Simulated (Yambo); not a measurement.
Mg$_{2}$Ge (anti-fluorite, space group Fm-3m, No. 225), G0W0@LDA in Yambo with this input:

```
rim_cut
gw0
dyson
el_el_corr
HF_and_locXC
ppa
em1d
RandQpts= 1000000
RandGvec= 1 Ry
EXXRLvcs= 84 Ry
VXCRLvcs= 336 Ry
Chimod= "HARTREE"
% BndsRnXp
 9 | 124 |
%
NGsBlkXp= 8 Ry
% LongDrXp
 1.0 | 1.0 | 1.0 |
%
PPAPntXp= 27.2114 eV
% GbndRnge
 1 | 124 |
%
GTermKind= "BG"
DysSolver= "n"
ExtendOut
```

On a 4×4×4 mesh, with wavefunctions cut at 84 Ry, the gap (Γ → X) is 0.831 eV and the valence edge shifts by -0.639 eV.

What happens with this change: 6×6×6 mesh?

The gap falls by 0.041 eV, to 0.790 eV; the shift of the valence edge becomes -0.614 eV. Neither run is shown to be the converged limit.

The standard potential for Ge keeps a d shell in the valence without the s and p states of that shell. In tests on such compounds this moved G0W0 gaps by up to about 0.9 eV, so absolute quasiparticle energies here are unreliable; differences between settings are what counts.

Spin-orbit coupling is not included.

Geometry relaxed with LDA; primitive cell a = 4.445 Å, b = 4.445 Å, c = 4.445 Å, α = 60.00°, β = 60.00°, γ = 60.00°.

A shift is the quasiparticle energy of the state minus its LDA energy.
